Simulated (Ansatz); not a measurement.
Relaxed-ion elastic tensor of Tl (hcp (Mg type), P6_3/mmc) in GPa (Voigt order), plane-wave PAW r²SCAN+D4 (Ansatz code); density 11.48 g/cm³, 29.56 Å³ per atom.

```
38.9  33.4  26.6   0.0   0.0   0.0
33.4  38.9  26.6   0.0   0.0   0.0
26.6  26.6  55.5   0.0   0.0   0.0
 0.0   0.0   0.0   6.9   0.0   0.0
 0.0   0.0   0.0   0.0   6.9   0.0
 0.0   0.0   0.0   0.0   0.0   2.8
```

**Question.** Is the crystal mechanically stable?

**Answer.** Yes: the smallest eigenvalue of C is 2.8 GPa.

**Question.** Work out the Voigt, Reuss and Hill averages.

**Answer.** K_V = 34.1, K_R = 33.8, K_H = 33.9; G_V = 6.4, G_R = 4.6, G_H = 5.5 GPa.

**Question.** Give Young's modulus, Poisson's ratio, Pugh's ratio and the universal anisotropy index.

**Answer.** E = 9KG/(3K + G) = 15.7 GPa; ν = 0.42; K/G = 6.15 (ductile by the Pugh limit of 1.75); A_U = 5G_V/G_R + K_V/K_R − 6 = 2.04.

**Question.** Estimate the sound speeds and the Debye temperature.

**Answer.** v_l = √((K + 4G/3)/ρ) = 1900 m/s, v_t = √(G/ρ) = 693 m/s, mean 787 m/s; Θ = (h/k)(3n/4πV)^(1/3) v_m = 75.8 K.

**Question.** Solve the Christoffel equation for the three sound speeds along x, y, z.

**Answer.** Eigenvalues of C_ijkl n_j n_l equal ρv². In km/s, slowest first: x 0.49, 0.78, 1.84; y 0.49, 0.78, 1.84; z 0.78, 0.78, 2.20.

**Question.** How much does each axis shrink under pressure?

**Answer.** Linear compressibilities β_i = Σ_j S_ij (j = 1 to 3): x 11, y 11, z 7.4 per TPa.

The r²SCAN+D4 relaxation kept the symmetry of its start. The pairwise dispersion correction was not fitted to metals. As this level gives no gap, shear constants depend on the k-mesh and smearing (Fermi–Dirac, 0.1 eV here). Scalar-relativistic: spin–orbit coupling is off unless named, which matters more the heavier the elements.

Potentials: the later of the program's two PAW sets.
